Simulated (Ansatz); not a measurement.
Mg (simple hexagonal, space group No. 191) under volume change, LDA (plane waves, PAW; program Ansatz), shape and atoms relaxed at each volume.

```
V (Å³/atom)  E − E(relaxed) (meV/atom)  P (GPa)
-----------  -------------------------  -------
21.941                            19.8     3.24
22.664                             ___      ___
23.387                             1.8     0.87
24.111                             0.0    -0.08
24.834                             ___      ___
25.557                             7.8    -1.58
26.281                            16.3    -2.17
```

Complete the blanks.


- 24.834, E − E(relaxed) (meV/atom): 2.2
- 24.834, P (GPa): -0.88
- 22.664, E − E(relaxed) (meV/atom): 8.1
- 22.664, P (GPa): 1.97

What does a third-order Birch–Murnaghan fit give for V₀, B₀ and B′?

V₀ = 24.05 Å³/atom, B₀ = 29.3 GPa, B′ = 4.1.

Space group P6/mmm (simple hexagonal). The workflow started from a Materials Project entry (that database holds measured and hypothetical structures alike); the Crystallography Open Database copy checked does not list it. It is not the phase usual at ambient conditions (space group No. 194). The cell was relaxed with LDA under the symmetry of its start. At this level the phase is mechanically unstable.

Potentials: the earlier of the program's two PAW sets. The files were generated under PBE; for other functionals the program regenerates the frozen cores, and for LDA and PBEsol the local potential too.
